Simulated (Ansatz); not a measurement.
**LaN: computed property card**

LaN:
```xyz
8
Lattice="10.6289 0.0000 0.0000 0.0000 3.7599 0.0000 0.0000 0.0000 3.7573" Properties=species:S:1:pos:R:3 pbc="T T T"
La     1.3163     0.9400     0.9792
La     3.9981     2.8199     2.8578
La     9.3126     2.8199     2.7781
La     6.6308     0.9400     0.8995
N      9.3495     0.9400     1.0323
N      6.5938     2.8199     2.9109
N      1.2794     2.8199     2.7249
N      4.0351     0.9400     0.8463
```

Space group Pnma (No. 62); conventional cell a = 10.629 Å, b = 3.760 Å, c = 3.757 Å, α = β = γ = 90.00°.

Method: the program Ansatz at the PBE level (PAW). Geometry: relaxed at this level of theory. Other levels are named where they apply.

Cell and energy:

- Volume per atom: 18.77 Å³
- Density: 6.76 g/cm³
- Formation energy from the elements (no fitted shifts): -1.26 eV/atom

Electronic structure:

- Band gap = 0.22 eV (indirect)
- Valence-band maximum = at Γ
- Conduction-band minimum = at T (k = 0.000, 0.500, 0.500 in fractions of the reciprocal vectors)
- Smallest direct gap on the standard path = 0.34 eV
- Hole effective mass = 0.30, 2.1, 2.1 mₑ (principal values)
- Gap with spin–orbit coupling = 0.17 eV (the band order may be inverted)

Mechanics:

- Bulk modulus (Birch–Murnaghan fit) = 103 GPa
- Pressure derivative B′ = 6.7

The start of the workflow was typed in or built on a structure type; neither database checked (COD, Materials Project) lists it. COD files the formula under space group No. 225. Whether it is the stable phase at ambient conditions was not checked. The cell was relaxed with PBE under the symmetry of its start; whether a distortion lowers the energy is not shown. The references are the lowest solids computed at this level, not always the standard phases (solids in place of the gases). Scalar-relativistic: spin–orbit coupling is off unless named, which matters more the heavier the elements.

Potentials: the later of the program's two PAW sets.
